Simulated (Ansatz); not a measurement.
TaW₃ in space group Fm-3m (No. 225; Ta on 4a, W on 8c, W on 4b), the program Ansatz at the LDA level (PAW), all energies at zero smearing, with the estimated change up to a 700 eV cutoff added, with one set of potentials and settings (totals compare only within such a set). Cell of 4 atoms (1 Ta, 3 W): -40072.540 eV.

| element | reference phase | E (eV/atom) |
|---|---|---|
| Ta | Im-3m, 1 atoms in the cell | -9682.6136 |
| W | Im-3m, 1 atoms in the cell | -10129.8416 |

Formation energy per atom, worked out: (-40072.540 − 1×(-9682.6136) − 3×(-10129.8416))/4 = -0.100 eV/atom (-10 kJ per mol of atoms), at 0 K, without zero-point energy or fitted corrections.

The workflow started from a Materials Project entry (that database holds measured and hypothetical structures alike); the Crystallography Open Database copy checked does not list it. With Ta and W taken as one species the cell has the higher symmetry Im-3m, so it may be an ordered model of a mixed-site phase. Whether it is the stable phase at ambient conditions was not checked. Symmetry was held in the LDA relaxation; its stability against distortions is not shown here. The run is not spin-polarised. The references are the lowest solids computed at this level, not always the standard phases. Scalar-relativistic: spin–orbit coupling is off unless named, which matters more the heavier the elements.

Potentials: the later of the program's two PAW sets.
